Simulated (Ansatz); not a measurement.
Clean, relaxed (111) surface of Pt, space group Fm-3m (No. 225) (top face towards +c; held atoms: 1, 2, 3, 4):

```xyz
12
Lattice="5.5557 0.0000 0.0000 -2.7779 4.8114 0.0000 0.0000 0.0000 20.5362" Properties=species:S:1:pos:R:3 pbc="T T T"
Pt    1.3889    0.8019    8.0000
Pt    0.0000    3.2076    8.0000
Pt    4.1668    0.8019    8.0000
Pt    2.7779    3.2076    8.0000
Pt    2.7779    1.6038   10.3005
Pt    1.3889    4.0095   10.3005
Pt    0.0000    1.6038   10.3005
Pt   -1.3889    4.0095   10.3005
Pt   -1.3889    2.4057   12.6004
Pt    0.0000    0.0000   12.6004
Pt    1.3889    2.4057   12.6004
Pt    2.7779    0.0000   12.6004
```

All numbers below come from DFT PBE+D3(BJ), scalar-relativistic, plane waves, PAW (Ansatz). Cutoff 420 eV; k points 4×4×1 on the computed 16-atom cell (Γ-centred); Gaussian smearing, width 0.10 eV; no spin polarisation. The cell repeats along c with a dipole correction in the vacuum.

BH3 is put on the top face, one molecule per 26.7 Å², and relaxed from 2 starts; the cell is lengthened along c to keep the vacuum. E_ads is per molecule, from the clean relaxed slab and the free relaxed molecule; negative means bound; no zero-point or thermal terms, forces under 0.04 eV/Å, and the free molecule is spin-polarised where open-shell. Heights count from the highest slab atom. Δp counts per cell along +c.

```
                                             start E_ads (eV) molecule lowest atom's height (Å) shortest contact  Δφ top (eV)  Δp (e·Å)
      flat, lowest atom B over a bridge Pt-Pt site       -3.10  splits into BH + H + H                      1.28       H–Pt 1.56 Å        -0.70    +0.107
upright, lowest atom H over a hollow Pt-Pt-Pt site       -3.10  splits into BH + H + H                      1.28       H–Pt 1.56 Å        -0.70    +0.107
```

Each end is the local minimum that its start leads to. The pieces were run without spin polarisation.